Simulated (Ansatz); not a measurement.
TlBSe3:
```
CELL_PARAMETERS angstrom
      6.18987     0.00000     0.00000
      1.58251    -6.99937     0.00000
      3.16261    -3.16373    -5.85599
ATOMIC_POSITIONS crystal
  Tl 0.47116 0.65255 0.46367
  Tl 0.97115 0.34745 0.11624
  B  0.57719 0.95633 0.77098
  B  0.07715 0.04369 0.72735
  Se 0.89380 0.32783 0.69343
  Se 0.39404 0.67215 0.02106
  Se 0.02757 0.86596 0.07198
  Se 0.52746 0.13397 0.93803
  Se 0.43160 0.10578 0.52481
  Se 0.93167 0.89429 0.63052
```

Relaxed with r²SCAN+D4.

Q: Map the valence electron density (e/Å³), cut off at 0.8 on the plane through (0.471, 0.653, 0.464) spanned by u = [1, 0, 0] and v = [-1, 1, 1] in lattice vectors, from r²SCAN+D4 (plane waves, PAW; program Ansatz).

A: x is the fraction of u, y of v (the angle between them is 97°; rows are the nearest grid lines); atoms in the plane: Tl at (0.00, 0.00), B at (0.41, 0.31), Se at (0.53, 0.48).
```
|@@@@@%-.                .-%@@@@@|
|@@@@*-.                 .:+@@@@@|
|@@#=:.                   .:+%@@@|
|.                            ...|
|                                |
|  .::---::.                     |
|.:=*@@@@%+-.                   .|
|=@@@@@@@@@@=.                 :=|
|*@@@@@@@@@*-.                .:*|
|:=#@@@@%+-..   .....          .:|
|..:----:......:-----:..        .|
|          .:=#@@@@@@@*-:.       |
|..       .:=%@@@@@@@@%+-:.......|
|:::..    ..-*@@@@@@@*=:....:::-:|
|=-::.    .:-+%@@@@#+-:....:-==+=|
|#+-:.....:=+#%@%*=-:....:-+*%%%#|
|=-:::::-=*##=:*%%*+====++*##**+=|
|.....:::-==++*#%@@@@@@@@@%+=-:..|
| ......:::::--+*@@@@@@@@@#=:... |
|             .:=#@@@@@@@%=:.    |
|....           .:=+*#*+-:..   ..|
|@@@%+:.                   .:=#@@|
|@@@@@+:.                 .-*@@@@|
|@@@@@%-.                .-%@@@@@|
```
Scale: ten equal steps from 0.015 (start of ' ') to 0.800 (end of '@'), in the order ' .:-=+*#%@'; x runs from 0.000 to 1.00, y from 0.000 (bottom) to 1.00 (top).

The density is the valence pseudo-density with augmentation charge, so density and ELF within about 1 Å of a nucleus are not all-electron values.

Space group Cc. The first step of the workflow began from a Materials Project structure, measured or hypothetical; the Crystallography Open Database files this formula in space group No. 9, but the cells were not matched. Whether it is the stable phase at ambient conditions was not checked. The r²SCAN+D4 relaxation kept the symmetry of its start; its stability against distortions is not shown here. Spin–orbit coupling is left out wherever it is not named.

Potentials: the later of the program's two PAW sets.
